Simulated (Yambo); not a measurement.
GaAlN₂ (space group P-4m2, No. 115), G0W0@LDA in Yambo (4×4×4 mesh, plasmon pole; 10 Ry block, no terminator). The number N of bands in W and G is varied.

```
N    x = 1/N  gap Γ → Γ (eV)  shift of the valence edge (eV)
---  -------  --------------  ------------------------------
39   0.02564           4.168                           0.139
58   0.01724           4.147                          -0.051
81   0.01235           4.152                          -0.211
104  0.00962               ?                               ?
```

Task: Basis-set arguments suggest E = E∞ + A x. Fix A and E∞ from the two rows above the withheld one, predict the row at 104 bands, and test the form.

Result: Gap: A = (4.152 − (4.147))/(0.01235 − 0.01724) = -1.02, E∞ = 4.165 eV, so 4.155 eV is predicted; the run gave 4.170 eV (miss 15 meV). The first two rows have slope 2.50, so the form doesn't hold yet over the whole range. Shift: A = (-0.211 − (-0.051))/(0.01235 − 0.01724) = 32.7, E∞ = -0.615 eV, so -0.300 eV is predicted; the run gave -0.308 eV (miss 8 meV). The first two rows have slope 22.6, so the form doesn't hold yet over the whole range. The other settings are held fixed.

The standard potential for Ga keeps a d shell in the valence without the s and p states of that shell. In tests on such compounds this moved G0W0 gaps by up to about 0.9 eV, so absolute quasiparticle energies here are unreliable; differences between settings are what counts.

Spin-orbit coupling is not included.

Geometry relaxed with LDA; primitive cell a = 3.111 Å, b = 3.111 Å, c = 4.379 Å, α = 90.00°, β = 90.00°, γ = 90.00°.

The structure is a Materials Project entry; no match was found in the copy of COD used, and its stability was not checked.

A shift is the quasiparticle energy of the state minus its LDA energy.
